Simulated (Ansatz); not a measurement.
# MgRe: rattling a relaxed structure

It was reached by relaxing an invented guess, and it needn't be the stable form of this composition.

Method: DFT PBE, scalar-relativistic, plane waves, PAW (Ansatz). Plane waves to 420 eV, a k mesh through Γ of 10×10×10 on the computed 4-atom cell and Gaussian smearing (0.10 eV); no spin polarisation.

The cell below (4 atoms, space group Fd-3m (No. 227)) is relaxed within its symmetry.

```xyz
4
Lattice="0.0000 3.1476 3.1476 3.1476 0.0000 3.1476 3.1476 3.1476 0.0000" Properties=species:S:1:pos:R:3 pbc="T T T"
Mg    1.5738    1.5738    1.5738
Mg    0.0000    0.0000    0.0000
Re    3.1476    3.1476    3.1476
Re    4.7215    4.7215    4.7215
```

For the test a repeat of it with 8 atoms (edges 4.45, 4.45, 7.71 Å) was strained at random (σ = 1.5 % a component), the atoms were moved at random (σ = 0.10 Å), and all was relaxed again on a coarse 6×6×6 mesh (in the run’s order of axes) with 0.20 eV smearing, with no symmetry imposed.

These runs have no spin–orbit coupling, which can matter for Re.

Problem. Does it come back?

Solution. It returns, within 1 meV/atom of the unmoved cell on that mesh and with the same symmetry when read at 0.1 Å. No instability shows in this cell; modes of other wave vectors, which need another repeat, aren't tested.
